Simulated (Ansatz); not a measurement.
Total density of states per atom from DFT-LDA in the program Ansatz with PAW potentials, in 0.25 eV bins, energy from the valence-band maximum:

```tsv
E (eV)	states/eV/atom
-7.85	0.00
-7.60	0.00
-7.35	0.00
-7.10	0.00
-6.85	6.55
-6.60	5.54
-6.35	7.17
-6.10	0.73
-5.85	0.00
-5.60	0.04
-5.35	0.24
-5.10	1.10
-4.85	0.77
-4.60	0.42
-4.35	0.30
-4.10	0.23
-3.85	0.19
-3.60	0.14
-3.35	0.34
-3.10	0.70
-2.85	0.60
-2.60	0.67
-2.35	0.86
-2.10	0.86
-1.85	0.85
-1.60	0.82
-1.35	0.82
-1.10	0.82
-0.85	0.56
-0.60	0.36
-0.35	0.23
-0.10	0.08
0.15	0.00
0.40	0.00
0.65	0.00
0.90	0.00
1.15	0.00
1.40	0.00
1.65	0.00
1.90	0.01
2.15	0.02
2.40	0.03
2.65	0.10
2.90	0.28
3.15	0.38
3.40	0.53
3.65	0.87
3.90	0.88
4.15	0.66
4.40	0.49
4.65	0.45
4.90	0.33
5.15	0.35
5.40	0.63
5.65	0.96
5.90	0.69
```

Pick the material that matches.
A) WS2, P6_3/mmc (W on 2c, S on 4f)
B) AlNi, CsCl type
C) ZnSe, zinc blende
D) MoP, P-6m2 (Mo on 1a, P on 1d)

C, ZnSe, zinc blende. Top 1 eV of the valence band: Se 4p 91 %, Zn 3d 5 %. Bottom 1 eV of the conduction band: Zn 4s 56 %, Se 4s 23 %, Se 4p 19 %. Projections are on Löwdin-orthogonalised atomic valence shells; empty p or d shells of many metals are not among them.

Space group F-43m (zinc blende). The cell was relaxed with LDA under the symmetry of its start; phonons on a q-mesh show no instability. Spin–orbit coupling is left out wherever it is not named.

Potentials: the earlier of the program's two PAW sets.
